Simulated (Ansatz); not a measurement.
InSb:
```xyz
6
Lattice="4.6366 0.0000 0.0000 -2.3183 4.0154 0.0000 0.0000 0.0000 10.1795" Properties=species:S:1:pos:R:3 pbc="T T T"
In    -1.1582     2.0061     6.7863
In     1.1601     2.0093     0.0000
In     2.3165     0.0000     3.3932
Sb    -1.1586     2.0068     1.6966
Sb     1.1597     2.0086     5.0897
Sb     2.3172     0.0000     8.4829
```

Relaxed with r²SCAN.

### Question
Which orbitals make up the states near the Fermi level in r²SCAN (plane waves, PAW; program Ansatz)?

### Answer
Within 0.5 eV of the Fermi level: Sb 5p 55 %, In 5p 24 %, In 5s 13 %, Sb 5s 6 %. Projections are on Löwdin-orthogonalised atomic valence shells; empty p or d shells of many metals are not among them.

### Question
Tabulate the density of states.

### Answer
States/eV per cell of 6 atoms, in 0.25 eV bins, energy from the Fermi level.

| E (eV) | total | Sb 5p | In 5p | In 5s |
|---|---|---|---|---|
| -7.85 | 0.00 | 0.00 | 0.00 | 0.00 |
| -7.60 | 0.00 | 0.00 | 0.00 | 0.00 |
| -7.35 | 0.00 | 0.00 | 0.00 | 0.00 |
| -7.10 | 0.00 | 0.00 | 0.00 | 0.00 |
| -6.85 | 0.00 | 0.00 | 0.00 | 0.00 |
| -6.60 | 0.40 | 0.18 | 0.01 | 0.21 |
| -6.35 | 3.38 | 1.44 | 0.16 | 1.69 |
| -6.10 | 2.49 | 1.06 | 0.13 | 1.18 |
| -5.85 | 3.24 | 1.35 | 0.23 | 1.43 |
| -5.60 | 1.94 | 0.79 | 0.21 | 0.74 |
| -5.35 | 0.99 | 0.41 | 0.11 | 0.35 |
| -5.10 | 1.52 | 0.61 | 0.20 | 0.57 |
| -4.85 | 4.26 | 1.67 | 0.50 | 1.69 |
| -4.60 | 2.50 | 0.96 | 0.28 | 0.97 |
| -4.35 | 1.08 | 0.43 | 0.14 | 0.36 |
| -4.10 | 1.19 | 0.57 | 0.33 | 0.20 |
| -3.85 | 1.42 | 0.70 | 0.43 | 0.19 |
| -3.60 | 1.59 | 0.82 | 0.50 | 0.17 |
| -3.35 | 1.77 | 0.94 | 0.58 | 0.14 |
| -3.10 | 2.59 | 1.45 | 0.89 | 0.14 |
| -2.85 | 3.68 | 2.12 | 1.23 | 0.17 |
| -2.60 | 4.84 | 2.85 | 1.54 | 0.26 |
| -2.35 | 3.43 | 2.03 | 1.03 | 0.23 |
| -2.10 | 4.14 | 2.62 | 1.18 | 0.20 |
| -1.85 | 4.70 | 3.06 | 1.33 | 0.17 |
| -1.60 | 4.66 | 3.17 | 1.26 | 0.13 |
| -1.35 | 5.33 | 3.70 | 1.36 | 0.14 |
| -1.10 | 5.30 | 3.63 | 1.39 | 0.14 |
| -0.85 | 3.53 | 2.46 | 0.93 | 0.06 |
| -0.60 | 1.36 | 0.96 | 0.35 | 0.02 |
| -0.35 | 0.53 | 0.36 | 0.14 | 0.02 |
| -0.10 | 0.12 | 0.07 | 0.03 | 0.01 |
| 0.15 | 0.10 | 0.04 | 0.02 | 0.03 |
| 0.40 | 0.32 | 0.10 | 0.07 | 0.10 |
| 0.65 | 1.24 | 0.34 | 0.29 | 0.37 |
| 0.90 | 4.19 | 1.36 | 0.95 | 1.17 |
| 1.15 | 2.25 | 0.74 | 0.53 | 0.63 |
| 1.40 | 2.08 | 0.71 | 0.50 | 0.58 |
| 1.65 | 3.90 | 1.34 | 0.99 | 1.01 |
| 1.90 | 3.71 | 1.27 | 1.24 | 0.70 |
| 2.15 | 4.03 | 1.40 | 1.44 | 0.66 |
| 2.40 | 4.80 | 1.87 | 1.47 | 0.90 |
| 2.65 | 4.16 | 1.29 | 1.84 | 0.46 |
| 2.90 | 3.69 | 1.02 | 1.90 | 0.26 |
| 3.15 | 3.93 | 1.15 | 1.94 | 0.24 |
| 3.40 | 2.51 | 0.59 | 1.35 | 0.13 |
| 3.65 | 3.85 | 0.79 | 2.15 | 0.16 |
| 3.90 | 3.93 | 0.85 | 2.17 | 0.14 |
| 4.15 | 4.38 | 1.01 | 2.35 | 0.17 |
| 4.40 | 3.74 | 0.82 | 1.96 | 0.15 |
| 4.65 | 3.21 | 0.65 | 1.66 | 0.12 |

Space group P6_422. The start of the workflow was typed in or built on a structure type; neither database checked (COD, Materials Project) lists it. It is not the phase usual at ambient conditions (space group No. 216). The r²SCAN relaxation kept the symmetry of its start; whether a distortion lowers the energy is not shown. Scalar-relativistic: spin–orbit coupling is off unless named, which matters more the heavier the elements.

Potentials: the later of the program's two PAW sets.
